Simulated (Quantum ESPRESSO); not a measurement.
# InOs4Al2Ir: finding a planted mistake in a log

Simulated, not a measurement. The program is pw.x of Quantum ESPRESSO 7.5 (plane-wave density functional theory). The cell is made up: eight metal atoms on a hexagonal close-packed lattice, with elements, volume, strain and displacements drawn at random and not relaxed, so it may be unstable or far from any real phase. PseudoDojo standard norm-conserving files set the functional (PBE unless stated); there is no spin polarisation or spin-orbit coupling, the Fermi-Dirac width of 0.25 eV means electrons at about 2900 K, and the masses in the input are unused placeholders. Heavy elements are run without spin-orbit coupling, which real alloys of them have. A spin test at this wide smearing found no moment, but such smearing suppresses magnetism that the real alloy may have.

Intended input:

```
&control calculation='scf', pseudo_dir='./dojo.nc.sr.pbe.v0_5.standard.upf', outdir='./o', disk_io='medium', tprnfor=.true., tstress=.true. /
&system ibrav=0, nat=8, ntyp=4, nbnd=64, ecutwfc=74.01313486, nosym=.true., tot_charge=0,
 occupations='smearing', smearing='fd', degauss=0.0183746611
/
&electrons conv_thr=1.470e-08, electron_maxstep=70, mixing_beta=0.5 /
ATOMIC_SPECIES
Al 1.0 Al.upf
In 1.0 In.upf
Ir 1.0 Ir.upf
Os 1.0 Os.upf
CELL_PARAMETERS angstrom
0.0433 4.8173 -0.0163
2.7528 0.0098 4.4652
2.8883 0.0402 -4.5492
ATOMIC_POSITIONS angstrom
In -0.089 0.0038 0.0557
Os 2.7888 -0.0233 -0.0833
Al 2.8073 1.585 -2.2467
Os 2.7803 1.6286 2.1391
Os 1.327 2.4082 0.011
Os 4.2567 2.4708 -0.0594
Ir 1.5058 4.0461 -2.3441
Al 1.4888 4.0124 2.2494
K_POINTS automatic
5 5 5 1 1 1
```

The log is shortened where brackets say so; the opening notice, blank lines, dates and the lines on written files are dropped, and the path of the files is cut. It prints rydbergs, bohrs and kilobars, and counts compression as positive stress. Its total energy is the free energy E - TS of the whole cell.

Log of the intended run:

```
     Program PWSCF v.7.5
     Parallel version (MPI & OpenMP), running on       1 processor cores
     Number of MPI processes:                 1
     Threads/MPI process:                     1
     [start-up lines left out]
     bravais-lattice index     =            0
     lattice parameter (alat)  =       9.1038  a.u.
     unit-cell volume          =     826.2939 (a.u.)^3
     number of atoms/cell      =            8
     number of atomic types    =            4
     number of electrons       =       100.00
     number of Kohn-Sham states=           64
     kinetic-energy cutoff     =      74.0131  Ry
     charge density cutoff     =     296.0525  Ry
     scf convergence threshold =      1.5E-08
     mixing beta               =       0.5000
     number of iterations used =            8  plain     mixing
     Exchange-correlation= PBE
                           (   1   4   3   4   0   0   0)
     [axes and pseudopotential details left out]
   Cartesian axes
     site n.     atom                  positions (alat units)
         1        In     tau(   1) = (  -0.0184742   0.0007888   0.0115620  )
         2        Os     tau(   2) = (   0.5788868  -0.0048365  -0.0172910  )
         3        Al     tau(   3) = (   0.5827269   0.3290073  -0.4663601  )
         4        Os     tau(   4) = (   0.5771224   0.3380576   0.4440249  )
         5        Os     tau(   5) = (   0.2754528   0.4998835   0.0022833  )
         6        Os     tau(   6) = (   0.8835870   0.5128778  -0.0123300  )
         7        Ir     tau(   7) = (   0.3125673   0.8398716  -0.4865779  )
         8        Al     tau(   8) = (   0.3090385   0.8328763   0.4669205  )
     number of k points=    63  Fermi-Dirac smearing, width (Ry)=  0.0184
                       cart. coord. in units 2pi/alat
        k(    1) = (   0.1699709   0.0984866   0.0028871), wk =   0.0320000
        k(    2) = (   0.3392345   0.0966121  -0.1014600), wk =   0.0320000
     [further k points left out]
     Dense  grid:    71043 G-vectors     FFT dimensions: (  50,  60,  60)
     Estimated max dynamical RAM per process >     135.02 MB
     Initial potential from superposition of free atoms
     starting charge      99.9902, renormalised to     100.0000
     Starting wfcs are   67 randomized atomic wfcs
     total cpu time spent up to now is       22.2 secs
     per-process dynamical memory:    82.2 Mb
     Self-consistent Calculation
     iteration #  1     ecut=    74.01 Ry     beta= 0.50
     Davidson diagonalization with overlap
     ethr =  1.00E-02,  avg # of iterations =  4.8
     Threshold (ethr) on eigenvalues was too large:
     Diagonalizing with lowered threshold
     Davidson diagonalization with overlap
     ethr =  1.68E-04,  avg # of iterations =  5.8
     total cpu time spent up to now is      151.7 secs
     total energy              =   -1181.94974469 Ry
     estimated scf accuracy    <       0.18261386 Ry
     iteration #  2     ecut=    74.01 Ry     beta= 0.50
     Davidson diagonalization with overlap
     ethr =  1.83E-04,  avg # of iterations =  2.0
     total cpu time spent up to now is      220.3 secs
     total energy              =   -1181.92181579 Ry
     estimated scf accuracy    <       0.23200618 Ry
     [iterations 3 to 11 left out]
     iteration # 12     ecut=    74.01 Ry     beta= 0.50
     Davidson diagonalization with overlap
     ethr =  3.41E-10,  avg # of iterations =  4.7
     total cpu time spent up to now is      872.6 secs
     total energy              =   -1181.98243497 Ry
     estimated scf accuracy    <       0.00000004 Ry
     iteration # 13     ecut=    74.01 Ry     beta= 0.50
     Davidson diagonalization with overlap
     ethr =  4.02E-11,  avg # of iterations =  2.1
     total cpu time spent up to now is      940.3 secs
     End of self-consistent calculation
     [lines on levels left out]
!    total energy              =   -1181.98243496 Ry
     estimated scf accuracy    <       0.00000001 Ry
     smearing contrib. (-TS)   =      -0.09571373 Ry
     internal energy E=F+TS    =   -1181.88672123 Ry
     The total energy is F=E-TS. E is the sum of the following terms:
     one-electron contribution =    -311.24592932 Ry
     hartree contribution      =     217.27276735 Ry
     xc contribution           =    -253.44346202 Ry
     ewald contribution        =    -834.47009724 Ry
     convergence has been achieved in  13 iterations
     Forces acting on atoms (cartesian axes, Ry/au):
     atom    1 type  2   force =     0.04221065    0.00675533   -0.03410629
     atom    2 type  4   force =    -0.00705627    0.02394637    0.02500145
     atom    3 type  1   force =    -0.00385578    0.03932992    0.03718595
     atom    4 type  4   force =    -0.01444242   -0.00194045   -0.02518931
     atom    5 type  4   force =     0.04598590    0.01545445   -0.01727708
     atom    6 type  4   force =    -0.04745328   -0.03155911   -0.01130648
     atom    7 type  3   force =    -0.01930435   -0.02148279    0.04572819
     atom    8 type  1   force =     0.00391556   -0.03050372   -0.02003643
     Total force =     0.135390     Total SCF correction =     0.000591
     Computing stress (Cartesian axis) and pressure
          total   stress  (Ry/bohr**3)                   (kbar)     P=      -31.03
  -0.00045383  -0.00014416   0.00035863          -66.76      -21.21       52.76
  -0.00014416  -0.00008072   0.00012421          -21.21      -11.87       18.27
   0.00035863   0.00012421  -0.00009820           52.76       18.27      -14.45
     init_run     :     20.37s CPU     22.03s WALL (       1 calls)
     electrons    :    864.15s CPU    918.16s WALL (       1 calls)
     forces       :     12.31s CPU     12.47s WALL (       1 calls)
     stress       :     49.91s CPU     50.13s WALL (       1 calls)
     [timing details left out]
     PWSCF        :  15m47.11s CPU  16m43.82s WALL
     JOB DONE.
```

A second run was made from an input with one planted mistake. Its log:

```
     Program PWSCF v.7.5
     Parallel version (MPI & OpenMP), running on       1 processor cores
     Number of MPI processes:                 1
     Threads/MPI process:                     1
     [start-up lines left out]
     bravais-lattice index     =            0
     lattice parameter (alat)  =       9.1038  a.u.
     unit-cell volume          =     826.2939 (a.u.)^3
     number of atoms/cell      =            8
     number of atomic types    =            4
     number of electrons       =       100.00
     number of Kohn-Sham states=           64
     kinetic-energy cutoff     =      74.0131  Ry
     charge density cutoff     =     296.0525  Ry
     scf convergence threshold =      1.5E-08
     mixing beta               =       0.5000
     number of iterations used =            8  plain     mixing
     Exchange-correlation= PBE
                           (   1   4   3   4   0   0   0)
     [axes and pseudopotential details left out]
   Cartesian axes
     site n.     atom                  positions (alat units)
         1        Os     tau(   1) = (  -0.0184742   0.0007888   0.0115620  )
         2        In     tau(   2) = (   0.5788868  -0.0048365  -0.0172910  )
         3        Al     tau(   3) = (   0.5827269   0.3290073  -0.4663601  )
         4        Os     tau(   4) = (   0.5771224   0.3380576   0.4440249  )
         5        Os     tau(   5) = (   0.2754528   0.4998835   0.0022833  )
         6        Os     tau(   6) = (   0.8835870   0.5128778  -0.0123300  )
         7        Ir     tau(   7) = (   0.3125673   0.8398716  -0.4865779  )
         8        Al     tau(   8) = (   0.3090385   0.8328763   0.4669205  )
     number of k points=    63  Fermi-Dirac smearing, width (Ry)=  0.0184
                       cart. coord. in units 2pi/alat
        k(    1) = (   0.1699709   0.0984866   0.0028871), wk =   0.0320000
        k(    2) = (   0.3392345   0.0966121  -0.1014600), wk =   0.0320000
     [further k points left out]
     Dense  grid:    71043 G-vectors     FFT dimensions: (  50,  60,  60)
     Estimated max dynamical RAM per process >     135.02 MB
     Initial potential from superposition of free atoms
     starting charge      99.9902, renormalised to     100.0000
     Starting wfcs are   67 randomized atomic wfcs
     total cpu time spent up to now is       28.5 secs
     per-process dynamical memory:    82.2 Mb
     Self-consistent Calculation
     iteration #  1     ecut=    74.01 Ry     beta= 0.50
     Davidson diagonalization with overlap
     ethr =  1.00E-02,  avg # of iterations =  4.8
     Threshold (ethr) on eigenvalues was too large:
     Diagonalizing with lowered threshold
     Davidson diagonalization with overlap
     ethr =  1.67E-04,  avg # of iterations =  5.9
     total cpu time spent up to now is      179.9 secs
     total energy              =   -1181.95823467 Ry
     estimated scf accuracy    <       0.18127347 Ry
     iteration #  2     ecut=    74.01 Ry     beta= 0.50
     Davidson diagonalization with overlap
     ethr =  1.81E-04,  avg # of iterations =  2.0
     total cpu time spent up to now is      241.2 secs
     total energy              =   -1181.93478169 Ry
     estimated scf accuracy    <       0.21061456 Ry
     [iterations 3 to 11 left out]
     iteration # 12     ecut=    74.01 Ry     beta= 0.50
     Davidson diagonalization with overlap
     ethr =  1.80E-10,  avg # of iterations =  4.5
     total cpu time spent up to now is      865.6 secs
     total energy              =   -1181.99110397 Ry
     estimated scf accuracy    <       0.00000003 Ry
     iteration # 13     ecut=    74.01 Ry     beta= 0.50
     Davidson diagonalization with overlap
     ethr =  3.17E-11,  avg # of iterations =  2.1
     total cpu time spent up to now is      931.7 secs
     End of self-consistent calculation
     [lines on levels left out]
!    total energy              =   -1181.99110398 Ry
     estimated scf accuracy    <          3.8E-09 Ry
     smearing contrib. (-TS)   =      -0.09364468 Ry
     internal energy E=F+TS    =   -1181.89745930 Ry
     The total energy is F=E-TS. E is the sum of the following terms:
     one-electron contribution =    -311.07121695 Ry
     hartree contribution      =     217.19096771 Ry
     xc contribution           =    -253.44819147 Ry
     ewald contribution        =    -834.56901859 Ry
     convergence has been achieved in  13 iterations
     Forces acting on atoms (cartesian axes, Ry/au):
     atom    1 type  4   force =     0.04813834    0.00557282   -0.04429914
     atom    2 type  2   force =    -0.02667339    0.01351728    0.01244586
     atom    3 type  1   force =    -0.00513356    0.04224321   -0.03456868
     atom    4 type  4   force =    -0.01817172    0.01299785    0.05369297
     atom    5 type  4   force =    -0.01212537   -0.00237895   -0.01632394
     atom    6 type  4   force =     0.02020697   -0.02896837   -0.01125021
     atom    7 type  3   force =    -0.01598530   -0.01730021    0.04298496
     atom    8 type  1   force =     0.00974401   -0.02568364   -0.00268182
     Total force =     0.129249     Total SCF correction =     0.000313
     Computing stress (Cartesian axis) and pressure
          total   stress  (Ry/bohr**3)                   (kbar)     P=      -32.69
  -0.00039364  -0.00016247  -0.00011190          -57.91      -23.90      -16.46
  -0.00016247  -0.00008657   0.00004981          -23.90      -12.74        7.33
  -0.00011190   0.00004981  -0.00018650          -16.46        7.33      -27.43
     init_run     :     26.85s CPU     28.32s WALL (       1 calls)
     electrons    :    855.08s CPU    903.23s WALL (       1 calls)
     forces       :     10.33s CPU     10.45s WALL (       1 calls)
     stress       :     45.56s CPU     45.75s WALL (       1 calls)
     [timing details left out]
     PWSCF        :  15m38.16s CPU  16m28.42s WALL
     JOB DONE.
```

Question: the log repeats what the program read. Compare it with the intended run: what was wrong in the second input?

Answer: two atoms have their elements exchanged. The input lines that differ:

```
- In -0.089 0.0038 0.0557
- Os 2.7888 -0.0233 -0.0833
+ Os -0.089 0.0038 0.0557
+ In 2.7888 -0.0233 -0.0833
```

|  | intended run | run with the mistake |
| --- | --- | --- |
| free energy (eV) | -16081.690 | -16081.808 |
| entropy term -TS, part of it (eV) | -1.302 | -1.274 |
| pressure (GPa) | -3.10 | -3.27 |
| size of the largest force component (eV/Å) | 1.220 | 1.381 |
| largest change of a force component (eV/Å) |  | 2.028 |
| iterations | 13 | 13 |

For scale, a rerun of the intended cell at a higher cutoff and on a denser mesh moved values by no more than 0.003 eV in energy, 0.02 GPa in stress and 0.006 eV/Å in force, and a second program with other atomic files agreed on that cell to 2 % rms in force and 0.5 GPa in pressure.